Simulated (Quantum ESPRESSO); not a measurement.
**Band energies of MgTe**

```
MgTe
1.0
    4.18175     0.00000     0.00000
   -2.09087     3.62150     0.00000
    0.00000     0.00000     6.80891
Mg Te
2 2
Cartesian
  0.00000   0.00000   3.40446
  0.00000   0.00000   0.00000
  0.00000   2.41433   1.70223
  2.09087   1.20717   5.10669
```

PBEsol (pw.x of Quantum ESPRESSO, ONCV potentials, with spin-orbit coupling); path ΓMKΓALHA,LM,KH; energies in eV from the valence-band maximum.

| k (1/Å) | point | band 52 | band 53 | band 54 | band 55 | band 56 | band 57 | band 58 | band 59 |
|---|---|---|---|---|---|---|---|---|---|
| 0.00 | Γ | 0.00 | 1.69 | 1.69 | 2.67 | 2.67 | 4.84 | 4.84 | 5.06 |
| 0.22 |  | -0.09 | 2.67 | 2.67 | 3.38 | 3.38 | 4.23 | 4.23 | 4.76 |
| 0.43 |  | -0.38 | 2.79 | 2.79 | 3.24 | 3.24 | 3.33 | 3.33 | 4.77 |
| 0.76 |  | -0.81 | 2.00 | 2.00 | 2.28 | 2.28 | 3.02 | 3.02 | 4.20 |
| 0.87 | M | -0.84 | 1.95 | 1.95 | 2.23 | 2.23 | 2.99 | 2.99 | 4.17 |
| 0.99 |  | -1.15 | 1.88 | 1.88 | 2.37 | 2.37 | 3.43 | 3.43 | 4.44 |
| 1.37 | K | -2.44 | 0.59 | 0.59 | 5.46 | 5.46 | 5.81 | 5.81 | 5.94 |
| 1.59 |  | -1.74 | 1.09 | 1.09 | 4.57 | 4.57 | 4.98 | 4.98 | 5.45 |
| 1.81 |  | -0.95 | 2.27 | 2.27 | 3.82 | 3.82 | 4.50 | 4.50 | 4.64 |
| 2.15 |  | -0.13 | 2.74 | 2.74 | 3.50 | 3.50 | 4.13 | 4.13 | 4.77 |
| 2.37 | Γ | 0.00 | 1.69 | 1.69 | 2.67 | 2.67 | 4.84 | 4.84 | 5.06 |
| 2.72 |  | -0.25 | 2.62 | 2.62 | 2.75 | 2.75 | 4.71 | 4.71 | 4.71 |
| 2.83 | A | -0.33 | 2.73 | 2.73 | 2.73 | 2.73 | 4.74 | 4.74 | 4.74 |
| 2.94 |  | -0.48 | 2.94 | 2.94 | 2.94 | 2.94 | 4.54 | 4.54 | 4.54 |
| 3.16 |  | -0.94 | 2.96 | 2.96 | 2.96 | 2.96 | 4.84 | 4.84 | 4.84 |
| 3.48 |  | -1.43 | 2.05 | 2.05 | 2.05 | 2.05 | 3.76 | 3.76 | 3.76 |
| 3.70 | L | -1.49 | 1.86 | 1.86 | 1.86 | 1.86 | 3.31 | 3.31 | 3.31 |
| 4.00 |  | -1.00 | 2.49 | 2.49 | 2.55 | 2.55 | 4.11 | 4.11 | 4.18 |
| 4.20 | H | -0.89 | 3.12 | 3.12 | 3.14 | 3.14 | 3.14 | 3.14 | 3.21 |
| 4.38 |  | -1.01 | 2.79 | 2.79 | 2.84 | 2.84 | 3.83 | 3.83 | 3.88 |
| 4.66 |  | -1.29 | 3.02 | 3.02 | 3.11 | 3.11 | 4.79 | 4.79 | 4.80 |
| 4.84 |  | -1.03 | 3.20 | 3.20 | 3.32 | 3.32 | 4.43 | 4.43 | 4.45 |
| 5.11 |  | -0.43 | 2.88 | 2.88 | 2.89 | 2.89 | 4.58 | 4.58 | 4.59 |
| 5.20 | A | -0.33 | 2.73 | 2.73 | 2.73 | 2.73 | 4.74 | 4.74 | 4.74 |
| 5.20 | L | -1.49 | 1.86 | 1.86 | 1.86 | 1.86 | 3.31 | 3.31 | 3.31 |
| 5.39 |  | -1.12 | 1.31 | 1.31 | 2.28 | 2.28 | 3.77 | 3.77 | 3.91 |
| 5.66 | M | -0.84 | 1.95 | 1.95 | 2.23 | 2.23 | 2.99 | 2.99 | 4.17 |
| 5.66 | K | -2.44 | 0.59 | 0.59 | 5.46 | 5.46 | 5.81 | 5.81 | 5.94 |
| 5.78 |  | -2.13 | 0.80 | 0.80 | 5.06 | 5.06 | 5.09 | 5.09 | 5.54 |
| 6.12 | H | -0.89 | 3.12 | 3.12 | 3.14 | 3.14 | 3.14 | 3.14 | 3.21 |

The PBEsol gap is indirect, 0.59 eV, from Γ to K; the smallest direct gap is 1.69 eV.

Geometry relaxed with PBEsol.

This is not the ordinary phase of the substance; no match was found in the copy of COD used, and its stability was not checked.
